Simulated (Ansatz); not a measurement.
Data:

NiO:
```cif
data_Ni2O2
_chemical_formula_sum 'Ni2 O2'
_space_group_name_H-M_alt 'P4/nmm :1'
_space_group_IT_number 129
_space_group_name_Hall 'P 4ab 2ab -1ab'
_cell_length_a 3.68749
_cell_length_b 3.68749
_cell_length_c 3.83846
_cell_angle_alpha 90.000
_cell_angle_beta 90.000
_cell_angle_gamma 90.000
loop_
_space_group_symop_operation_xyz
  'x, y, z'
  '-y+1/2, x+1/2, z'
  '-x, -y, z'
  'y+1/2, -x+1/2, z'
  'x+1/2, -y+1/2, -z'
  '-y, -x, -z'
  '-x+1/2, y+1/2, -z'
  'y, x, -z'
  '-x+1/2, -y+1/2, -z'
  'y, -x, -z'
  'x+1/2, y+1/2, -z'
  '-y, x, -z'
  '-x, y, z'
  'y+1/2, x+1/2, z'
  'x, -y, z'
  '-y+1/2, -x+1/2, z'
loop_
_atom_site_label
_atom_site_type_symbol
_atom_site_symmetry_multiplicity
_atom_site_Wyckoff_symbol
_atom_site_fract_x
_atom_site_fract_y
_atom_site_fract_z
_atom_site_occupancy
Ni1 Ni 2 c 0.50000 0.00000 0.07976 1
O1 O 2 a 0.00000 0.00000 0.00000 1
```

This is the HSE06-relaxed structure.

### Question
All from plane-wave PAW HSE06 (Ansatz code), unless another level is named. Estimate the smallest direct gap on the standard path.

### Answer
2.43 eV.

### Question
And the band gap?

### Answer
1.86 eV (indirect).

### Question
Predict the valence-band maximum.

### Answer
at M.

### Question
Predict the conduction-band minimum.

### Answer
at Z.

A made-up cell: these elements were put on the sites of a structure type; neither database checked (COD, Materials Project) lists it. It is not the phase usual at ambient conditions (space group No. 225). The HSE06 relaxation kept the symmetry of its start; its stability against distortions is not shown here. The workflow began spin-polarised and lost its moments. The hybrid was solved on a coarse mesh, the path and, where they were found, the r²SCAN edge points; its band edges are the extreme levels among these.

Potentials: the later of the program's two PAW sets.
